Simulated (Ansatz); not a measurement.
**Density of states of NbAs**

```yaml
crystal:
  lattice:
    - [-1.72585, 1.72585, 5.84000]
    - [1.72585, -1.72585, 5.84000]
    - [1.72585, 1.72585, -5.84000]
  atoms:
    - { symbol: Nb, position: [0.75000, 0.75000, 0.00000] }
    - { symbol: Nb, position: [0.50000, 0.00000, 0.50000] }
    - { symbol: As, position: [0.16600, 0.16600, 0.00000] }
    - { symbol: As, position: [0.91600, 0.41600, 0.50000] }
```

The cell is COD entry 1537320, as deposited and not checked against the literature; nothing was relaxed.

All numbers below come from Ansatz 0.2.0, DFT, PBE, all-electron LAPW, scalar-relativistic.

The runs use a Γ-centred 15×15×15 k mesh, Fermi–Dirac smearing of 0.08 eV, basis error target 0.5 meV/atom, no spin polarisation.

States per eV and cell, averaged over 0.4 eV, from -12.6 to 5.6 eV, with energies (bin centres) from the Fermi level; empty bins are left out. The partial columns, the largest 3 alone, are projections on Löwdin-orthogonalised atomic shells (those that the program's projection atoms carry: the occupied ones and, for some elements, an empty d or f shell; other empty shells have no column), summed over atoms of an element. Weights on diffuse s and p shells depend on that basis and aren't pure angular character.

| E (eV) | total | Nb 4d | As 4p | As 4s |
| --- | --- | --- | --- | --- |
| -12.5 | 0.53 | 0.02 | 0.02 | 0.28 |
| -12.1 | 0.81 | 0.04 | 0.03 | 0.48 |
| -11.7 | 1.28 | 0.11 | 0.06 | 0.83 |
| -11.3 | 2.58 | 0.35 | 0.10 | 1.86 |
| -10.9 | 4.46 | 1.02 | 0.07 | 3.21 |
| -10.5 | 0.02 | 0.00 | 0.00 | 0.01 |
| -6.1 | 0.78 | 0.17 | 0.46 | 0.02 |
| -5.7 | 1.64 | 0.46 | 0.94 | 0.04 |
| -5.3 | 3.38 | 1.13 | 1.93 | 0.05 |
| -4.9 | 2.21 | 0.78 | 1.23 | 0.05 |
| -4.5 | 1.57 | 0.51 | 0.92 | 0.05 |
| -4.1 | 2.33 | 0.81 | 1.34 | 0.05 |
| -3.7 | 2.83 | 1.04 | 1.58 | 0.06 |
| -3.3 | 3.01 | 1.30 | 1.56 | 0.04 |
| -2.9 | 3.71 | 1.62 | 1.95 | 0.02 |
| -2.5 | 4.04 | 1.89 | 2.00 | 0.02 |
| -2.1 | 3.28 | 1.83 | 1.34 | 0.01 |
| -1.7 | 1.37 | 0.88 | 0.44 | 0.01 |
| -1.3 | 2.69 | 2.13 | 0.40 | 0.02 |
| -0.9 | 3.69 | 3.02 | 0.37 | 0.03 |
| -0.5 | 3.09 | 2.49 | 0.40 | 0.02 |
| -0.1 | 0.44 | 0.36 | 0.06 | 0.00 |
| 0.3 | 1.52 | 1.34 | 0.13 | 0.01 |
| 0.7 | 2.01 | 1.74 | 0.20 | 0.02 |
| 1.1 | 2.74 | 2.40 | 0.22 | 0.03 |
| 1.5 | 2.70 | 2.29 | 0.26 | 0.05 |
| 1.9 | 3.27 | 2.59 | 0.43 | 0.12 |
| 2.3 | 3.69 | 2.89 | 0.44 | 0.18 |
| 2.7 | 4.61 | 3.21 | 0.77 | 0.34 |
| 3.1 | 3.07 | 1.87 | 0.72 | 0.28 |
| 3.5 | 4.06 | 2.26 | 0.99 | 0.47 |
| 3.9 | 2.77 | 1.41 | 0.84 | 0.21 |
| 4.3 | 2.60 | 1.18 | 1.05 | 0.09 |
| 4.7 | 1.89 | 0.84 | 0.83 | 0.04 |
| 5.1 | 1.69 | 0.64 | 0.64 | 0.03 |
| 5.5 | 1.69 | 0.57 | 0.66 | 0.02 |

Which of the resolved shells contributes most within 0.3 eV of the Fermi level?

Nb 4d, with 87 % of all states there; As 4p follows with 10 %.

Where is the centre of the filled Nb 4d states between -14 eV and the top of the filled states?

-3.01 eV from the Fermi level.
